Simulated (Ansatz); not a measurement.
Zn₃GaNO₃ in space group P3m1 (No. 156; Pearson symbol hP8) under volume change, plane-wave PAW r²SCAN (Ansatz code), shape and atoms relaxed at each volume.

```csv
V (Å³/atom),E − E(relaxed) (meV/atom),P (GPa)
10.830,50.1,15.17
11.187,21.4,10.08
11.544,5.1,4.68
11.901,0.0,0.00
12.258,4.6,-3.98
12.615,17.3,-7.34
12.973,36.8,-10.09
```

Problem. What does a third-order Birch–Murnaghan fit give for V₀, B₀ and B′?

Solution. V₀ = 11.91 Å³/atom, B₀ = 139 GPa, B′ = 3.2.

The start of the workflow was typed in or built on a structure type; neither database checked (COD, Materials Project) lists it. Its standing as an ambient phase is unchecked. The r²SCAN relaxation kept the symmetry of its start; its stability against distortions is not shown here.

Potentials: the earlier of the program's two PAW sets.
